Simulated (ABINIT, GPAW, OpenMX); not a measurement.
One calculation of Ag, 3 ways

```xyz
5
Lattice="2.8894 0.0000 0.0000 -1.4447 2.5023 0.0000 0.0000 0.0000 24.4367" Properties=species:S:1:pos:R:3 pbc="T T T"
Ag    1.4447    0.8341    7.5000
Ag    0.0000    1.6682    9.8592
Ag    0.0000    0.0000   12.2183
Ag    1.4447    0.8341   14.5775
Ag    0.0000    1.6682   16.9367
```

Alike in all runs: functional PBE; k mesh 11 × 11 × 1; occupations fermi-dirac, width 0.05 eV; no spin polarisation; no spin-orbit coupling.

```csv
program and potentials,plane-wave cutoff (eV),notes,largest force (eV/Å)
"ABINIT, JTH PAW PBE v2.0",463,11 valence electrons an atom on average,?
"OpenMX, OpenMX 2013 PBE set, Ag7.0-s3p2d2, grid cutoff 400 Ry",-,atomic basis; 17 valence electrons an atom on average,0.284
"GPAW, GPAW PAW data sets (gpaw-data 1.2.1)",450,17 valence electrons an atom on average,0.164
```

**Question.** Estimate from the other rows what the run with ABINIT, JTH PAW PBE v2.0 gave.

**Answer.** Largest force 0.172 eV/Å. The other rows, which needn't bracket it: largest force 0.164 to 0.284.
